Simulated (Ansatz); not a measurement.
Hf:
Space group P6₃/mmc (No. 194); a = b = 3.1604 Å, c = 4.9956 Å, α = β = 90.00°, γ = 120.00°

```
atom  site  symmetry       x       y       z
----  ----  --------  ------  ------  ------
Hf      2c      -6m2  0.3333  0.6667  0.2500
```

Relaxed at zero pressure with DFT-PBEsol in the program Ansatz with PAW potentials.

**Question.** The volume is lowered by 9 % and shape and atoms relax at that volume. What pressure results, and how do the axes share the change?

**Answer.** 12.6 GPa; a -3.3 %, b -3.3 %, c -2.8 %; the energy rises by 71 meV/atom.

**Question.** Give the new structure.

**Answer.** 
Space group P6₃/mmc (No. 194); a = 3.0572 Å, b = 3.0572 Å, c = 4.8582 Å, α = 90.00°, β = 90.00°, γ = 120.00°

| atom | site | symmetry | x | y | z |
|---|---|---|---|---|---|
| Hf | 2c | -6m2 | 0.3333 | 0.6667 | 0.2500 |

The phase is kept; no other phase was compared at this pressure.

Space group P6_3/mmc (hcp (Mg type)). Symmetry was held in the PBEsol relaxation. No spin polarisation was allowed. Axis ratios of metals converge slowly with the k-mesh, so a and c are less sure than the volume. Scalar-relativistic: spin–orbit coupling is off unless named, which matters more the heavier the elements.

Potentials: the earlier of the program's two PAW sets. The files were generated under PBE; for other functionals the program regenerates the frozen cores, and for LDA and PBEsol the local potential too.
